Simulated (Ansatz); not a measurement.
Here is the system:

SrCd2As2:
```
CELL_PARAMETERS angstrom
      4.43489     0.00000     0.00000
     -2.21744     3.84072     0.00000
      0.00000     0.00000     7.33304
ATOMIC_POSITIONS crystal
  Sr 0.00000 0.00000 0.00000
  Cd 0.33333 0.66667 0.63212
  Cd 0.66667 0.33333 0.36788
  As 0.66667 0.33333 0.75110
  As 0.33333 0.66667 0.24890
```

This is the PBEsol-relaxed structure.

Task: All from PBEsol (plane waves, PAW; program Ansatz), unless another level is named. Give the band gap.

Result: 0.19 eV (direct).

Task: What about the formation energy from the elements (no fitted shifts)?

Result: -0.63 eV/atom.

Task: Next, the valence-band maximum?

Result: at Γ.

Space group P-3m1. The first step of the workflow began from a Materials Project structure, measured or hypothetical; the Crystallography Open Database copy checked does not list it. Whether it is the stable phase at ambient conditions was not checked. The cell was relaxed with PBEsol under the symmetry of its start; its stability against distortions is not shown here. The references are the lowest solids computed at this level, not always the standard phases. Spin–orbit coupling is left out wherever it is not named.

Potentials: the later of the program's two PAW sets.
